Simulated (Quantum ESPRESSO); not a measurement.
# Si3FO4N: convergence and cost over cutoff and k mesh

A calculation, not a measurement. The program is pw.x of Quantum ESPRESSO 7.5 (plane-wave density functional theory). The cell is made up: 9 atoms on a quartz lattice, with randomly drawn elements, strain and displacements, not relaxed. PseudoDojo standard norm-conserving files (v0.5 for PBE, v0.4.1 for LDA and PBEsol) set the functional; there is no spin polarisation, spin-orbit coupling or dispersion term, and the masses in the input are unused placeholders.

Input of the run in row 4:

```
&control calculation='scf', pseudo_dir='./dojo.nc.sr.pbe.v0_5.standard.upf', outdir='./o', disk_io='medium', tprnfor=.true., tstress=.true. /
&system ibrav=0, nat=9, ntyp=4, nbnd=30, ecutwfc=84.00895049, nosym=.true., tot_charge=0,
 occupations='smearing', smearing='fd', degauss=0.0018374661
/
&electrons conv_thr=7.350e-09, electron_maxstep=60, /
ATOMIC_SPECIES
F 1.0 F.upf
N 1.0 N.upf
O 1.0 O.upf
Si 1.0 Si.upf
CELL_PARAMETERS angstrom
4.9103 -0.0476 -0.0117
-2.4964 4.2724 0.0122
-0.0129 0.0081 5.3822
ATOMIC_POSITIONS angstrom
Si 2.3049 -0.0042 3.4424
Si -1.2499 1.9053 1.9204
Si 1.2299 2.3045 -0.001
F 1.217 1.1491 4.1154
O 3.2859 0.4955 2.5167
O 2.8463 2.4468 0.6379
N 0.1055 1.7285 1.3205
O -1.0982 3.1388 2.9754
O 0.8758 3.639 4.7849
K_POINTS automatic
5 5 4 1 1 1
```

The same cell was run at these settings. Meshes are shifted by half a step, and differences are from the last row, which is itself not exact.

| cutoff (eV) | k mesh | k points solved | threshold (eV) | free energy less the last row's (eV) | pressure (GPa) | largest stress difference (GPa) | largest force difference (eV/Å) | iterations | wall time (s) | k-point pools | processor |
| --- | --- | --- | --- | --- | --- | --- | --- | --- | --- | --- | --- |
| 800 | 2 x 2 x 2 | 4 | 1e-04 | 0.899 | 9.90 | 9.14 | 0.026 | 8 | 26 | 1 | AMD EPYC, Zen 5 class |
| 1143 | 1 x 1 x 1 | 1 | 1e-07 | 0.239 | 19.69 | 1.83 | 1.182 | 12 | 34 | 1 | AMD EPYC, Zen 5 class |
| 844 | 5 x 5 x 4 | 50 | 1e-07 | 0.490 | 13.33 | 5.72 | 0.011 | 12 | 234 | 1 | AMD EPYC, Zen 5 class |
| 1143 | 5 x 5 x 4 | 50 | 1e-07 | 0.002 | 19.01 | 0.02 | 0.001 | 12 | 378 | 1 | AMD EPYC, Zen 5 class |
| 1437 | 7 x 7 x 6 | 147 | 1e-07 | 0.000 | 19.03 | 0.00 | 0.000 | 12 | 297 | 4 | Intel Xeon, 2023 or later |

Each pool is one process. Wall times include start-up and a band step at six k points, which weighs most on the coarsest meshes. The runs were on shared virtual cores whose load varied, so times are rough.